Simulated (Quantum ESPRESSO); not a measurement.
# Hf5Ti3: input and log of a self-consistent run

Computed values, not a measurement. The program is pw.x of Quantum ESPRESSO 7.5 (plane-wave density functional theory). The cell is made up: eight metal atoms on a hexagonal close-packed lattice, with elements, volume, strain and displacements drawn at random and not relaxed, so it may be unstable or far from any real phase. PseudoDojo standard norm-conserving files set the functional (PBE unless stated); there is no spin polarisation or spin-orbit coupling, the Fermi-Dirac width of 0.25 eV means electrons at about 2900 K, and the masses in the input are unused placeholders. Heavy elements are run without spin-orbit coupling, which real alloys of them have. A spin test at this wide smearing found no moment, but such smearing suppresses magnetism that the real alloy may have.

Input:

```
&control calculation='scf', pseudo_dir='./dojo.nc.sr.pbe.v0_5.standard.upf', outdir='./o', disk_io='minimal', tprnfor=.true., tstress=.true. /
&system ibrav=0, nat=8, ntyp=2, nbnd=66, ecutwfc=84.00895049, nosym=.true., tot_charge=0,
 occupations='smearing', smearing='fd', degauss=0.0183746611
/
&electrons conv_thr=1.470e-08, electron_maxstep=70, mixing_beta=0.5 /
ATOMIC_SPECIES
Hf 1.0 Hf.upf
Ti 1.0 Ti.upf
CELL_PARAMETERS angstrom
-3.0824 0.0 0.0
0.0 0.0 -5.0427
0.0 -10.6779 0.0
ATOMIC_POSITIONS angstrom
Hf 0.0571 0.0155 -0.0226
Ti 0.0034 -5.2991 -0.0356
Hf -0.0883 -3.5479 -2.5232
Hf -0.0698 -8.8826 -2.4439
Ti -1.5047 -2.6839 0.015
Ti -1.5475 -8.07 -0.0379
Hf -1.548 -0.9145 -2.4853
Hf -1.5087 -6.2566 -2.5119
K_POINTS automatic
8 5 2 1 1 1
```

The log is shortened where brackets say so; the opening notice, blank lines, dates and the lines on written files are dropped, and the path of the files is cut. It prints rydbergs, bohrs and kilobars, and counts compression as positive stress. Its total energy is the free energy E - TS of the whole cell.

```
     Program PWSCF v.7.5
     Parallel version (MPI & OpenMP), running on       4 processor cores
     Number of MPI processes:                 4
     Threads/MPI process:                     1
     [start-up lines left out]
     bravais-lattice index     =            0
     lattice parameter (alat)  =       5.8249  a.u.
     unit-cell volume          =    1120.0427 (a.u.)^3
     number of atoms/cell      =            8
     number of atomic types    =            2
     number of electrons       =        96.00
     number of Kohn-Sham states=           66
     kinetic-energy cutoff     =      84.0090  Ry
     charge density cutoff     =     336.0358  Ry
     scf convergence threshold =      1.5E-08
     mixing beta               =       0.5000
     number of iterations used =            8  plain     mixing
     Exchange-correlation= PBE
                           (   1   4   3   4   0   0   0)
     [axes and pseudopotential details left out]
   Cartesian axes
     site n.     atom                  positions (alat units)
         1        Hf     tau(   1) = (   0.0185245   0.0050285  -0.0073319  )
         2        Ti     tau(   2) = (   0.0011030  -1.7191474  -0.0115494  )
         3        Hf     tau(   3) = (  -0.0286465  -1.1510187  -0.8185829  )
         4        Hf     tau(   4) = (  -0.0226447  -2.8817155  -0.7928562  )
         5        Ti     tau(   5) = (  -0.4881586  -0.8707176   0.0048663  )
         6        Ti     tau(   6) = (  -0.5020439  -2.6180898  -0.0122956  )
         7        Hf     tau(   7) = (  -0.5022061  -0.2966844  -0.8062873  )
         8        Hf     tau(   8) = (  -0.4894563  -2.0297820  -0.8149169  )
     number of k points=    40  Fermi-Dirac smearing, width (Ry)=  0.0184
                       cart. coord. in units 2pi/alat
        k(    1) = (  -0.0625000  -0.0721677  -0.0611260), wk =   0.0500000
        k(    2) = (  -0.0625000   0.0721677  -0.0611260), wk =   0.0500000
     [further k points left out]
     Dense  grid:   116351 G-vectors     FFT dimensions: (  36,  60, 120)
     Estimated max dynamical RAM per process >     345.37 MB
     Estimated total dynamical RAM >       1.27 GB
     Initial potential from superposition of free atoms
     starting charge      95.9860, renormalised to      96.0000
     Starting wfcs are   80 randomized atomic wfcs
     total cpu time spent up to now is       11.5 secs
     per-process dynamical memory:   266.6 Mb
     Self-consistent Calculation
     iteration #  1     ecut=    84.01 Ry     beta= 0.50
     Davidson diagonalization with overlap
     ethr =  1.00E-02,  avg # of iterations =  2.9
     Threshold (ethr) on eigenvalues was too large:
     Diagonalizing with lowered threshold
     Davidson diagonalization with overlap
     ethr =  1.55E-04,  avg # of iterations =  5.8
     total cpu time spent up to now is       63.5 secs
     total energy              =    -920.25812219 Ry
     estimated scf accuracy    <       0.22343634 Ry
     iteration #  2     ecut=    84.01 Ry     beta= 0.50
     Davidson diagonalization with overlap
     ethr =  2.33E-04,  avg # of iterations =  5.2
     total cpu time spent up to now is       87.0 secs
     total energy              =    -920.06936544 Ry
     estimated scf accuracy    <       2.77137492 Ry
     iteration #  3     ecut=    84.01 Ry     beta= 0.50
     Davidson diagonalization with overlap
     ethr =  2.33E-04,  avg # of iterations =  5.5
     total cpu time spent up to now is      110.8 secs
     total energy              =    -920.18821750 Ry
     estimated scf accuracy    <       2.41664502 Ry
     iteration #  4     ecut=    84.01 Ry     beta= 0.50
     Davidson diagonalization with overlap
     ethr =  2.33E-04,  avg # of iterations =  4.8
     total cpu time spent up to now is      134.5 secs
     total energy              =    -920.22820793 Ry
     estimated scf accuracy    <       1.14262495 Ry
     iteration #  5     ecut=    84.01 Ry     beta= 0.50
     Davidson diagonalization with overlap
     ethr =  2.33E-04,  avg # of iterations =  2.2
     total cpu time spent up to now is      153.5 secs
     total energy              =    -920.28953015 Ry
     estimated scf accuracy    <       0.10288191 Ry
     [iterations 6 to 16 left out]
     iteration # 17     ecut=    84.01 Ry     beta= 0.50
     Davidson diagonalization with overlap
     ethr =  2.39E-10,  avg # of iterations =  3.8
     total cpu time spent up to now is      413.0 secs
     total energy              =    -920.30257532 Ry
     estimated scf accuracy    <       0.00000061 Ry
     iteration # 18     ecut=    84.01 Ry     beta= 0.50
     Davidson diagonalization with overlap
     ethr =  2.39E-10,  avg # of iterations =  2.0
     total cpu time spent up to now is      432.1 secs
     total energy              =    -920.30257534 Ry
     estimated scf accuracy    <       0.00000028 Ry
     iteration # 19     ecut=    84.01 Ry     beta= 0.50
     Davidson diagonalization with overlap
     ethr =  2.39E-10,  avg # of iterations =  1.6
     total cpu time spent up to now is      450.9 secs
     total energy              =    -920.30257535 Ry
     estimated scf accuracy    <       0.00000008 Ry
     iteration # 20     ecut=    84.01 Ry     beta= 0.50
     Davidson diagonalization with overlap
     ethr =  8.35E-11,  avg # of iterations =  2.0
     total cpu time spent up to now is      470.0 secs
     total energy              =    -920.30257535 Ry
     estimated scf accuracy    <       0.00000002 Ry
     iteration # 21     ecut=    84.01 Ry     beta= 0.50
     Davidson diagonalization with overlap
     ethr =  1.68E-11,  avg # of iterations =  3.8
     total cpu time spent up to now is      490.8 secs
     End of self-consistent calculation
     [lines on levels left out]
!    total energy              =    -920.30257535 Ry
     estimated scf accuracy    <          8.2E-09 Ry
     smearing contrib. (-TS)   =      -0.16044712 Ry
     internal energy E=F+TS    =    -920.14212823 Ry
     The total energy is F=E-TS. E is the sum of the following terms:
     one-electron contribution =    -232.76909734 Ry
     hartree contribution      =     147.69335468 Ry
     xc contribution           =    -194.88321773 Ry
     ewald contribution        =    -640.18316784 Ry
     convergence has been achieved in  21 iterations
     Forces acting on atoms (cartesian axes, Ry/au):
     atom    1 type  1   force =    -0.00477503   -0.01271232    0.01765263
     atom    2 type  2   force =     0.00644707   -0.00612481    0.00448151
     atom    3 type  1   force =     0.01532597   -0.00746339    0.00104158
     atom    4 type  1   force =     0.00762053    0.00143144   -0.02028530
     atom    5 type  2   force =    -0.00778026   -0.00595675   -0.00211994
     atom    6 type  2   force =    -0.00222277    0.02645132    0.01429340
     atom    7 type  1   force =    -0.00238783   -0.00447782   -0.01004555
     atom    8 type  1   force =    -0.01222768    0.00885233   -0.00501832
     Total force =     0.052418     Total SCF correction =     0.000195
     Computing stress (Cartesian axis) and pressure
          total   stress  (Ry/bohr**3)                   (kbar)     P=       14.10
   0.00017543  -0.00004740  -0.00000354           25.81       -6.97       -0.52
  -0.00004740   0.00016990  -0.00000583           -6.97       24.99       -0.86
  -0.00000354  -0.00000583  -0.00005776           -0.52       -0.86       -8.50
     init_run     :     10.72s CPU     11.07s WALL (       1 calls)
     electrons    :    477.29s CPU    479.34s WALL (       1 calls)
     forces       :      3.08s CPU      3.13s WALL (       1 calls)
     stress       :     10.87s CPU     11.15s WALL (       1 calls)
     [timing details left out]
     PWSCF        :   8m22.36s CPU   8m25.19s WALL
     JOB DONE.
```

In other units: free energy -12521.354 eV for the cell, pressure 1.41 GPa, largest force component 0.680 eV/Å in size. The run took 507 s of wall time with four MPI processes on a shared machine (Intel Xeon, older, virtual cores), so the time is rough. A rerun of this cell at a higher cutoff and on a denser mesh moved values by no more than 0.003 eV in energy, 0.06 GPa in stress and 0.004 eV/Å in force, and a second program with other atomic files agreed on that cell to 2 % rms in force and 0.5 GPa in pressure.